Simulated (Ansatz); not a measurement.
Single point in Ansatz 0.2.0 with PBE, no spin polarisation. Cutoff 420 eV, PAW datasets, 10×10×5 Γ-centred k mesh, fermi-dirac filling (width 0.1 eV).

Computed maps in the lattice plane spanned by b (left to right, 3.97 Å, 12 points from zero) and c (bottom to top, 6.80 Å, 21 points from zero), 90° apart, at height 0.333 along a. The fields are smooth PAW ones with compensation charges, not the true ones near nuclei.

Valence density. Digits on a logarithmic scale: 0 up to 0.03 e/Å³, each further digit a factor of 1.6, 9 from 1.3 e/Å³ up:
```
322222223555
332222233444
333333333444
444444444444
445666544444
457999754444
468999864444
469999964333
457999754333
346787643333
345565543333
444555444444
444555444444
445444544444
455424554444
445434544444
445555544333
344454443333
333444333444
333333333454
432222234555
```

ELF. Ten even steps from '0' (0.00) to '9' (0.81):
```
101222101232
112333211111
234455432212
555434555444
653222356666
632101236666
531000135555
421000124444
322000223434
332222233333
343333343323
356666653222
466666664222
576202675323
675000576434
686000686444
588535885323
269999962101
126999621111
113676311232
101232101343
```

Problem. The cell is SrBe₂Zn₂. Which atoms lie within 0.2 Å of this plane, and where (fractions of b and c)?

Solution. Zn at (0.33, 0.63), Be at (0.33, 0.27). The whole cell:
```
CELL_PARAMETERS angstrom
1.98272 3.43418 0.00000
-1.98272 3.43418 0.00000
0.00000 0.00000 6.79942
ATOMIC_POSITIONS crystal
Zn 0.33330 0.33340 0.63110
Zn 0.66670 0.66660 0.36890
Sr 0.00000 0.00000 0.00000
Be 0.33330 0.33340 0.26880
Be 0.66670 0.66660 0.73120
```

Origin: a known structure type with other elements, at an estimated volume, so it need not be a known compound.
